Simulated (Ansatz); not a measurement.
AlCr2C in space group P6_3/mmc (No. 194; Al on 2d, Cr on 4f, C on 2a) under volume change, PBEsol (plane waves, PAW; program Ansatz), shape and atoms relaxed at each volume.

```csv
V (Å³/atom),E − E(relaxed) (meV/atom),P (GPa)
9.814,65.1,23.32
10.138,27.4,14.29
10.461,6.5,6.60
10.785,0.0,0.01
11.109,5.8,-5.58
11.432,22.0,-10.35
11.756,47.1,-14.36
```

Problem. What does a third-order Birch–Murnaghan fit give for V₀, B₀ and B′?

Solution. V₀ = 10.79 Å³/atom, B₀ = 201 GPa, B′ = 4.3.

The PBEsol relaxation kept the symmetry of its start; of distortions, only those at the zone centre were tested. The run is not spin-polarised.

Potentials: the earlier of the program's two PAW sets.
